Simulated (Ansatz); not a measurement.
Q: Each is relaxed and computed with r²SCAN in the plane-wave PAW code Ansatz. Which is the only metal?
A. Co2Li3Nb3O12, P1 (Pearson symbol aP20)
B. ZnGeAs2, chalcopyrite
C. YCo2Ge2, I4/mmm (Y on 2a, Co on 4d, Ge on 4e)
D. CoLi4Nb6O18, P3 (Pearson symbol hP29)

A: C, YCo2Ge2, I4/mmm (Y on 2a, Co on 4d, Ge on 4e). YCo2Ge2: metal; CoLi4Nb6O18: gap 1.53 eV (indirect); ZnGeAs2: gap 0.60 eV (direct); Co2Li3Nb3O12: gap 0.79 eV (direct). Spin orders computed, not proven ground states: CoLi4Nb6O18, P3 (Pearson symbol hP29) ferromagnetic; Co2Li3Nb3O12, P1 (Pearson symbol aP20) antiferromagnetic. Typed or built starts, not in the databases checked: CoLi4Nb6O18, P3 (Pearson symbol hP29); Co2Li3Nb3O12, P1 (Pearson symbol aP20). Standing as an ambient phase not checked: YCo2Ge2, I4/mmm (Y on 2a, Co on 4d, Ge on 4e); ZnGeAs2, chalcopyrite. All cells were relaxed under the symmetry of their starts (and spin orders); stability against distortions was not tested throughout. Cells of antiferromagnets are given as chemical subcells. Rows with no word on spin ran without spin polarisation. No Hubbard U is applied. Scalar-relativistic: spin–orbit coupling is off unless named, which matters more the heavier the elements.

Potentials: the later of the program's two PAW sets.
